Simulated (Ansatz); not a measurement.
**NbMo$_{2}$S$_{6}$: computed properties**

All numbers below come from DFT PBE, scalar-relativistic, plane waves, PAW (Ansatz).

Settings: cutoff 420 eV, Γ-centred mesh 12×12×2 on the computed 9-atom cell, Gaussian smearing of 0.10 eV; no spin polarisation.

The structure is relaxed at this level of theory with its symmetry kept, and needn't be the ground state of this composition.

Space group P-6m2 (No. 187), hexagonal, a = 3.240 Å, c = 22.520 Å. Around Nb lie 6 S at 2.46 Å; Mo is surrounded by 6 S at 2.43 Å; S on its first site is surrounded by 3 Mo at 2.43 Å; S on its second site is surrounded by 3 Nb at 2.46 Å; S on its third site is surrounded by 3 Mo at 2.43 Å.

* Volume per atom: 22.75 Å³
* Formation energy from the elements' standard states (uncorrected): -0.932 eV/atom
* Kohn–Sham band gap: none (metal)
* Density of states at the Fermi level: 2.5 states/eV per cell
* Orbital (Löwdin) character within 0.5 eV of the Fermi level: Nb 4d 50 %, S 3p 27 %, Mo 4d 18 %
* Bader charge by site (e): Nb (1 in the cell) 1.59, Mo (2 in the cell) 1.26, S (2 in the cell) -0.62, S (2 in the cell) -0.80, S (2 in the cell) -0.63

The cell holds layers, chains or molecules and no dispersion correction was added, so their binding is poorly described.

The cell was found from a structure generator's guess, not taken from experiment. Löwdin shares on free-atom orbitals overweight diffuse shells.
